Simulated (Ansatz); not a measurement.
The start is a generated trial cell of Pt in the beta-Sn structure type. The cell and all atomic positions are relaxed at zero pressure with PBE (plane waves to 420 eV, PAW, scalar-relativistic; Ansatz, an electronic-structure program). First-step values are on the input's coarse k-mesh.

Ansatz input (later rounds restart from its end on a renewed k-mesh):
Ansatz 0.2 input:
```yaml
crystal:
  lattice:
    - [-2.437949, 2.437949, 1.330174]
    - [2.437949, -2.437949, 1.330174]
    - [2.437949, 2.437949, -1.330174]
  atoms:
    - { symbol: Pt, position: [0.75, 0.25, 0.5] }
    - { symbol: Pt, position: [0, 0, 0] }
basis: { ecutwfc: 420, ecutrho_ratio: 4, xc_grid: 2, fft_grid_basis: typed }
kpoints: { mp_grid: { grid: [14, 14, 14] } }
hamiltonian:
  xc: pbe
  dispersion: none
  pseudopotentials: { azcp: { folder: ./paw }, kind: paw }
scf: { occupations: { method: fermi_dirac, width: 0.05 } }
relax: { f_tol: 0.01, max_steps: 100, cell: { stress_tol: 0.02 } }
output: { forces: true, stress: true }
```

```json
{
  "initial_pressure": "+21.1 GPa (positive: the cell is compressed)",
  "Shortest distances (start → end)": "The closest pairs of elements (up to four, under 3.6 Å), start → end: Pt–Pt 2.53 → 2.61 Å",
  "band_gap_at_the_end": "zero (metallic)",
  "optimiser_moves": "9"
}
```

Relaxed structure:

Space group I4₁/amd, origin choice 1 (No. 141); a = b = 5.0334 Å, c = 2.7081 Å, α = β = γ = 90.00°

```csv
atom,site,symmetry,x,y,z
Pt,4a,-4m2,0.0000,0.0000,0.0000
```
(The calculation used a cell of 2 atoms; values per cell refer to that cell.)

Final values are on a 19×19×19 k-mesh of the relaxed cell. No spin polarisation in the result.

The run could not lose the symmetry of its start: the end is stationary, and may be a saddle point rather than a minimum.

All atoms sit on sites fixed by symmetry, so only the cell could relax.

The relaxed structure here is a generated cell of Pt: the first start was made by placing the elements on the sites of a structure type, and the end was not matched to a known phase here, so it may be hypothetical. Known forms of Pt include space group No. 225.
